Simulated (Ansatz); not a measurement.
# SrScHO2: computed property card

SrScHO₂:
```
CELL_PARAMETERS angstrom
      4.11296     0.00000     0.00000
      0.00000     4.11296     0.00000
      0.00000     0.00000     3.83722
ATOMIC_POSITIONS crystal
  Sr 0.50000 0.50000 0.50000
  Sc 0.00000 0.00000 0.00000
  O  0.50000 0.00000 0.00000
  O  0.00000 0.50000 0.00000
  H  0.00000 0.00000 0.50000
```

Space group P4/mmm (No. 123); conventional cell a = 4.1130 Å, b = 4.1130 Å, c = 3.8372 Å, α = 90.00°, β = 90.00°, γ = 90.00°.

Method: plane-wave PAW r²SCAN (Ansatz code). Structure relaxed to zero pressure with the same functional. Other levels are named where they apply.

Cell and energy:

```json
{
 "volume_per_atom": "12.98 Å³",
 "density": "4.24 g/cm³",
 "Formation energy from the elements (no fitted shifts)": "-2.66 eV/atom"
}
```

Electronic structure:

```json
{
 "band_gap": "2.89 eV (indirect)",
 "valence_band_maximum": "at Z",
 "conduction_band_minimum": "at R (2 equivalent valleys)",
 "smallest_direct_gap_on_the_standard_path": "3.31 eV",
 "electron_effective_mass": "0.29, 0.88, 1.3 mₑ (principal values)",
 "Electron effective mass with spin–orbit coupling": "0.29, 0.88, 1.3 mₑ (principal values)",
 "hole_effective_mass": "0.31, 1.0, 1.0 mₑ (principal values)",
 "Hole effective mass with spin–orbit coupling": "0.31, 1.0, 1.0 mₑ (principal values)",
 "HSE06 gap on the r²SCAN cell": "3.73 eV",
 "Gap with spin–orbit coupling": "2.89 eV"
}
```

Mechanics:

```json
{
 "Bulk modulus (Birch–Murnaghan fit)": "112 GPa",
 "Pressure derivative B′": "4.2",
 "Elastic constants (relaxed ions, GPa)": "C11 = 290, C12 = 91.9, C13 = 34.5, C33 = 191, C44 = 55.8, C66 = 99.5",
 "mechanical_stability": "stable (all eigenvalues of C positive)",
 "hill_bulk_and_shear_moduli": "117 and 79.1 GPa",
 "Young's modulus": "194 GPa",
 "Poisson's ratio": "0.22",
 "debye_temperature_from_the_elastic_constants": "606 K"
}
```

Charges:

```json
{
 "bader_charges": "Sr +1.60, Sc +1.98, O -1.45, H -0.70 e"
}
```

The start of the workflow was typed in or built on a structure type; neither database checked (COD, Materials Project) lists it. Its standing as an ambient phase is unchecked. The cell was relaxed with r²SCAN under the symmetry of its start; whether a distortion lowers the energy is not shown. No spin polarisation was allowed. The references are the lowest solids computed at this level, not always the standard phases (solids in place of the gases). Scalar-relativistic: spin–orbit coupling is off unless named, which matters more the heavier the elements.

Potentials: the earlier of the program's two PAW sets. The files were generated under PBE; for other functionals the program regenerates the frozen cores, and for LDA and PBEsol the local potential too.
